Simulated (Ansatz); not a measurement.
# BaLiF₃: energy along a strain

BaLiF₃, Pm-3m, a = 3.989 Å (as given, not relaxed at this level: -6.0 GPa). The structure is a Materials Project entry; whether it is the stable form wasn't checked. Ansatz: LDA, PAW, 420 eV, Γ-centred 6×6×6 mesh on 5 atoms, Gaussian smearing 0.05 eV; no spin polarisation. Cell vectors (Å): 3.989 0.000 0.000; 0.000 3.989 0.000; 0.000 0.000 3.989. The cell is strained by x per cent times the pattern (1 1 0 0 0 0) in the order xx yy zz yz xz xy (engineering shears), with fractional coordinates held. y is the free energy over the start, V0 = 12.691 Å³/atom. Points with a strain past 8.5 % were computed too (3) and aren't used here.

```
x (%) y (meV/atom)
-7.50         22.77
-5.00         -9.46
-2.50        -15.02
 0.00          0.00
 2.50         30.95
 5.00         74.06
 7.50             ?
```

Q: Fit y = c1 x + c2 x² + c3 x³ to the other rows, get the stiffness along the pattern, and predict the missing energy.

A: Least squares on the rows shown. y = 9.6140 x + 1.2950 x² − 0.051998 x³. The clamped-ion stiffness p·C·p = 2 × 12.95 eV × 160.2 / 12.691 Å³ = 327 GPa (second derivative at the start, which stands under stress). At x = 7.50 the fit asked for gives 123.01 meV/atom. The run gave 126.52 meV/atom, so the fit is 3.51 meV/atom too low, 2.5 % of the span of the series, against an rms of 0.22 meV/atom on the fitted rows. The row lies outside the fitted range. With a term in x⁴ added, a fit to the same known rows predicts 126.85 meV/atom, so most of the miss is curvature that the known rows already hold.

Symmetry holds off the tilts and polar distortions that many cubic perovskites undergo.